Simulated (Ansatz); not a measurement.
TiRh$_{3}$:
```xyz
4
Lattice="-1.9129 1.9129 3.7741 1.9129 -1.9129 3.7741 1.9129 1.9129 -3.7741" Properties=species:S:1:pos:R:3 pbc="T T T"
Rh     0.0000     0.0000     3.7741
Rh     0.0000     1.9129     1.8870
Rh     1.9129     0.0000     1.8870
Ti     0.0000     0.0000     0.0000
```

Relaxed with PBEsol. Special points in fractions of this cell's reciprocal vectors: Γ (0.000, 0.000, 0.000); X (0.000, 0.000, 0.500); P (0.250, 0.250, 0.250); N (0.000, 0.500, 0.000); M (0.500, 0.500, -0.500); S (0.314, 0.686, -0.314); S0 (-0.314, 0.314, 0.314); R (-0.128, 0.128, 0.500); G (0.500, 0.500, -0.128).

Q: List the band energies nearest the Fermi level at these points for the program Ansatz at the PBEsol with spin–orbit coupling level (PAW).

A: In eV from the Fermi level; about four levels below and three above (degenerate sets whole), none deeper than 8.9 eV; points with the same levels are listed once.

```
k                    below                          above
-  -----------------------  -----------------------------
Γ  -0.82 -0.82 -0.24 -0.24            1.20 1.20 1.78 1.78
X  -0.87 -0.87 -0.44 -0.44            0.20 0.20 0.83 0.83
P  -0.94 -0.94 -0.55 -0.55  0.14 0.14 1.86 1.86 1.86 1.86
N  -1.08 -1.08 -1.03 -1.03            0.32 0.32 0.34 0.34
M  -0.18 -0.18 -0.01 -0.01            0.44 0.44 1.19 1.19
S  -0.65 -0.65 -0.27 -0.27            0.37 0.37 0.86 0.86
R  -0.26 -0.26 -0.19 -0.19            0.03 0.03 0.59 0.59
```

Space group I4/mmm. The cell is a constructed one: a structure type filled with these elements; neither database checked (COD, Materials Project) lists it. COD files the formula under space group No. 221. Its standing as an ambient phase is unchecked. The PBEsol relaxation kept the symmetry of its start; its stability against distortions is not shown here. No spin polarisation was allowed.

Potentials: the earlier of the program's two PAW sets. The files were generated under PBE; for other functionals the program regenerates the frozen cores, and for LDA and PBEsol the local potential too.
